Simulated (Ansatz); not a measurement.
# Band structure of MgS

```yaml
crystal:
  lattice:
    - [0.00000, 2.60165, 2.60165]
    - [2.60165, 0.00000, 2.60165]
    - [2.60165, 2.60165, 0.00000]
  atoms:
    - { symbol: Mg, position: [0.00000, 0.00000, 0.00000] }
    - { symbol: S, position: [0.50000, 0.50000, 0.50000] }
```

Atom numbers follow the list: Mg1, S2.

The conventional cell has a = 5.203 Å, b = 5.203 Å, c = 5.203 Å, α = 90.00°, β = 90.00°, γ = 90.00°. Around Mg (atom 1) lie 6 S at 2.60 Å. Around S (atom 2) lie 6 Mg at 2.60 Å.

The cell is COD entry 9008672, as deposited and not checked against the literature; nothing was relaxed.

These are results of DFT, PBEsol, all-electron LAPW, scalar-relativistic (Ansatz 0.2.0), not measurements.

Numerical set-up: a Γ-centred 10×10×10 k mesh, Fermi–Dirac smearing of 0.03 eV, basis error target 0.25 meV/atom, no spin polarisation.

Points in fractions of the reciprocal vectors of this cell: Γ (0, 0, 0), X (0.5, 0, 0.5), U (0.625, 0.25, 0.625), K (0.375, 0.375, 0.75), L (0.5, 0.5, 0.5), W (0.5, 0.25, 0.75). The path joins them by straight lines in the order Γ–X–U–K–Γ–L–W–X; legs that retrace an earlier one aren't tabulated. Energies are in eV from the top of the valence band.

Problem. Is there a gap, and where are the band edges?

Solution. 2.70 eV, indirect from Γ to X (0.5, 0, 0.5).

Problem. List the levels between -5 and 5 eV at the symmetry points.

Solution. 
Γ: 0.00 (×3), 3.59
X: -4.25, -1.70 (×2), 2.70, 4.23
U: -3.75, -3.23, -1.38, 3.81
K: -3.75, -3.23, -1.38, 3.81
L: -4.89, -0.60 (×2), 4.39
W: -3.28 (×2), -2.39
